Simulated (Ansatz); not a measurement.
## Elastic constants of Be$_{2}$Sn: input and output

These are results of DFT PBEsol, scalar-relativistic, plane waves, PAW (Ansatz), not measurements.

It can be run as:
```bash
ansatz run input.yaml --threads 1 --pin off --backend cpu --events-out ev --progress --plain --runs-dir out  # memory cap (--max-ram) not shown
```

Input (bare energies are in eV):
```yaml
crystal:
  lattice:
    - [0.0, 2.8810215129, 2.8810215129]
    - [2.8810215129, 0.0, 2.8810215129]
    - [2.8810215129, 2.8810215129, 0.0]
  atoms:
    - { symbol: Be, position: [0.75, 0.75, 0.75] }
    - { symbol: Be, position: [0.25, 0.25, 0.25] }
    - { symbol: Sn, position: [0.0, 0.0, 0.0] }
basis:
  ecutwfc: 420
kpoints:
  mp_grid: { grid: [12, 12, 12] }
hamiltonian:
  xc: pbesol
scf:
  occupations: { method: fermi_dirac, width: 0.15 }
output:
  forces: true
  stress: true
  eigenvalues: true
elastic:
  mode: clamped_ion
  amplitude: 0.005
```

From the output:
```
--- Elastic constants: 2 strain directions × 4 members + reference (group order 48) ---
  dense FFT box of the reference and of every strained cell: 30×30×30
  strains applied: 11, 23; error gains: componentwise 1.00 (the most a stress slope's error grows in a printed constant), spectral 1.73 (1 for all six strains in a standard setting)
  C = ∂σ_k/∂η_j (tension-positive GPa; Voigt order 11 22 33 23 13 12):
        78.793     75.609     75.609     -0.000      0.000      0.000
        75.609     78.793     75.609      0.000      0.000     -0.000
        75.609     75.609     78.793      0.000      0.000     -0.000
         0.000     -0.000     -0.000     75.751      0.000      0.000
         0.000      0.000     -0.000     -0.000     75.751     -0.000
         0.000     -0.000      0.000      0.000      0.000     75.751
  reference stress σ⁰ (GPa):     -0.000     -0.000     -0.000      0.000     -0.000      0.000
  C* (energy form; C + prestress term) asymmetry max|C*_kj − C*_jk| = 5.790e-17 GPa — a small one proves nothing (zero by symmetry where the batch's group is 432, −43m or m−3m); a large one is finite-difference/SCF noise where every solve ...
  moduli (Voigt/Reuss/Hill, GPa): K = 76.67/76.67/76.67   G = 46.09/3.86/24.97   E = 67.58   ν = 0.353
  mechanically stable: yes (min eigenvalue of sym C = 3.18 GPa)
  strain η (Voigt 11):  stress-route row diagonal C_11 = 78.79 GPa, energy-path curvature d²(F+E_count+ΔE)/dδ²/Ω₀ = 78.80 GPa
    cells at ±δ against ±2δ: C11 78.80 and 78.82 GPa, apart by 0.02 % of the column's largest entry
         δ    σ_11 (GPa) F (eV) n_scf n_hpsi n_pw
    -1.000e-2      -0.7852       -6128.9506239       9   47412    941
    -5.000e-3      -0.3933       -6128.9515042       4   34540    948
     5.000e-3       0.3946       -6128.9515059       4   36037    956
     1.000e-2       0.7912       -6128.9506205       8   43732    960
  strain η (Voigt 23):  stress-route row diagonal C_44 = 75.75 GPa, energy-path curvature d²(F+E_count+ΔE)/dδ²/Ω₀ = 75.75 GPa
    cells at ±δ against ±2δ: C44 75.75 and 75.76 GPa, apart by 0.01 % of the column's largest entry
         δ    σ_23 (GPa) F (eV) n_scf n_hpsi n_pw
    -1.000e-2      -0.7576       -6128.9506674       9   81791    951
    -5.000e-3      -0.3788       -6128.9515159       4   60235    950
     5.000e-3       0.3788       -6128.9515159       4   58323    950
     1.000e-2       0.7576       -6128.9506674       7   71108    951
```

The cell was built by swapping an element in a database structure (itself possibly hypothetical) and relaxing; it need not be the stable form of this composition. In a metal, frequencies and elastic constants depend on the k mesh and the smearing, soft modes and shear constants most.

The least eigenvalue is 3.2 GPa; in a metal on this mesh the verdict on stability isn't firm within about 20 GPa or a tenth of the bulk modulus.

Clamped-ion constants are upper bounds: once the atoms relax, a strain can turn out softer or unstable.